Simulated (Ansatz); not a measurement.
Data:

Mn3GeN:
```cif
data_GeMn3N
_chemical_formula_sum 'Ge1 N1 Mn3'
_space_group_name_H-M_alt 'P 1'
_space_group_IT_number 1
_cell_length_a 3.76440
_cell_length_b 3.76440
_cell_length_c 3.76440
_cell_angle_alpha 90.000
_cell_angle_beta 90.000
_cell_angle_gamma 90.000
loop_
_space_group_symop_operation_xyz
  'x, y, z'
loop_
_atom_site_label
_atom_site_type_symbol
_atom_site_fract_x
_atom_site_fract_y
_atom_site_fract_z
_atom_site_occupancy
Ge1 Ge 0.00000 0.00000 0.00000 1
N1 N 0.50000 0.50000 0.50000 1
Mn1 Mn 0.50000 0.50000 0.00000 1
Mn2 Mn 0.50000 0.00000 0.50000 1
Mn3 Mn 0.00000 0.50000 0.50000 1
```
The run is spin-polarised; directions of the spins, atom by atom: 0 0 ↑ ↑ ↑.

This is the PBE-relaxed structure.

**Question.** All from PBE in the plane-wave PAW code Ansatz, unless another level is named. Predict the electronic character.

**Answer.** metallic (no gap).

**Question.** And the formation energy from the elements (no fitted shifts)?

**Answer.** -0.19 eV/atom.

**Question.** What about the density of states at the Fermi level?

**Answer.** 0.82 states/eV per atom (mean over ±0.08 eV).

Space group Pm-3m (anti-perovskite). The start of the workflow was typed in or built on a structure type; neither database checked (COD, Materials Project) lists it. Whether it is the stable phase at ambient conditions was not checked. The cell was relaxed with PBE under the symmetry of its start; its stability against distortions is not shown here. The final state is ferromagnetic, the only order run, not a proven ground state. No Hubbard U is applied. The references are the lowest solids computed at this level, not always the standard phases (solids in place of the gases). Spin–orbit coupling is left out wherever it is not named.

Potentials: the later of the program's two PAW sets.
